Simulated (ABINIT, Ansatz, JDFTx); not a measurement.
**One calculation of CoO, 3 ways**

```xyz
2
Lattice="0.0000 2.1315 2.1315 2.1315 0.0000 2.1315 2.1315 2.1315 0.0000" Properties=species:S:1:pos:R:3 pbc="T T T"
Co    0.0000    0.0000    0.0000
O     2.1315    2.1315    2.1315
```

Alike in all runs: task single point; functional PBE; k mesh 11 × 11 × 11; occupations fermi-dirac, width 0.05 eV; collinear spin, ferromagnetic start; no spin-orbit coupling. The measured crystal is an antiferromagnetic insulator; the state found here is the runs' own. Pressure is positive in compression and, in plane waves, holds the error of the finite cutoff, which Ansatz's Pulay term estimates and takes out.

```json
{"program and potentials": "Ansatz, Ansatz PAW", "plane-wave cutoff (eV)": "420", "notes": "Pulay term of +0.73 GPa included", "pressure (GPa)": "-1.85", "net moment per atom (μB)": "1.46"}
{"program and potentials": "JDFTx, PseudoDojo-SR-PBE-0.5-standard with smoothed tails", "plane-wave cutoff (eV)": "1306", "notes": "-", "pressure (GPa)": "-1.99", "net moment per atom (μB)": "1.49"}
{"program and potentials": "ABINIT, JTH PAW PBE v2.0", "plane-wave cutoff (eV)": "707", "notes": "-", "pressure (GPa)": "-2.28", "net moment per atom (μB)": "1.46"}
```

The pressure spans -2.28 (ABINIT, JTH PAW PBE v2.0) to -1.85 GPa (Ansatz, Ansatz PAW). The net moment per atom spans 1.46 (ABINIT, JTH PAW PBE v2.0) to 1.49 μB (JDFTx, PseudoDojo-SR-PBE-0.5-standard with smoothed tails). The state is the one that the start led to, which needn't be the lowest.

Differences between rows come from potentials, basis sets and numerical settings, since the functional is the same but for its coding. Runs on potential files found faulty are left out.
